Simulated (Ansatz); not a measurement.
Space group P-4m2 (No. 115). a = 4.354 Å, b = 4.354 Å, c = 12.238 Å, α = 90.00°, β = 90.00°, γ = 90.00°
| atom | site | symmetry | x | y | z |
| --- | --- | --- | --- | --- | --- |
| Mg | 1c | -4m2 | 0.5000 | 0.5000 | 0.5000 |
| Cd | 2e | 2mm. | 0.0000 | 0.0000 | 0.7449 |
| Cd | 1b | -4m2 | 0.5000 | 0.5000 | 0.0000 |
| Se | 2g | 2mm. | 0.5000 | 0.0000 | 0.1275 |
| Se | 2g | 2mm. | 0.0000 | 0.5000 | 0.3832 |

Equation of state of this MgCd3Se4 structure (not necessarily the ground state), with shape and atoms relaxed at each volume where symmetry leaves them free. These are results of Ansatz, DFT PBE, scalar-relativistic, plane waves, PAW, not measurements.

Plane waves to 420 eV, a k mesh through Γ of 6×6×4 on the computed 8-atom cell and Gaussian smearing (0.02 eV); no spin polarisation.

| V (Å³/atom) | E − E(largest V) (meV/atom) | P (GPa) | gap on mesh (eV) |
| --- | --- | --- | --- |
| 25.519 | 40.03 | 7.63 | 1.23 |
| 26.389 | 5.31 | 5.23 | 1.14 |
| 27.259 | -17.39 | 3.19 | 1.07 |
| 28.129 | -29.91 | 1.47 | 0.99 |
| 28.999 | -33.82 | 0.01 | 0.92 |
| 29.869 | -30.41 | -1.23 | 0.85 |
| 30.739 | -20.82 | -2.28 | 0.78 |
| 31.899 | 0.00 | -3.43 | 0.69 |

Fit a third-order Birch–Murnaghan equation, E = E0 + (9V0B0/16)·[(x − 1)³B0' + (x − 1)²(6 − 4x)] with x = (V0/V)^(2/3), to E(V).

V0 = 29.01 Å³/atom, B0 = 45 GPa, B0' = 4.5.

The cell was found from a structure generator's guess, not taken from experiment.
